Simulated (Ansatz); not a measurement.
VGe in space group I4_1md (No. 109; V on 4a, Ge on 4a), PBE in the plane-wave PAW code Ansatz, all energies at zero smearing, with the estimated change up to a 700 eV cutoff added, with one set of potentials and settings (totals compare only within such a set). Cell of 4 atoms (2 V, 2 Ge): -14414.753 eV.

```csv
element,reference phase,E (eV/atom)
V,"Im-3m, 1 atoms in the cell",-2912.4140
Ge,"Fd-3m, 2 atoms in the cell",-4294.9847
```

Formation energy per atom, worked out: (-14414.753 − 2×(-2912.4140) − 2×(-4294.9847))/4 = 0.011 eV/atom (1 kJ per mol of atoms), at 0 K, without zero-point energy or fitted corrections.

The cell is a constructed one: a structure type filled with these elements; neither database checked (COD, Materials Project) lists it. Whether it is the stable phase at ambient conditions was not checked. The cell was relaxed with PBE under the symmetry of its start; its stability against distortions is not shown here. The final state is ferromagnetic, the only order run, not a proven ground state. The references are the lowest solids computed at this level, not always the standard phases.

Potentials: the later of the program's two PAW sets.
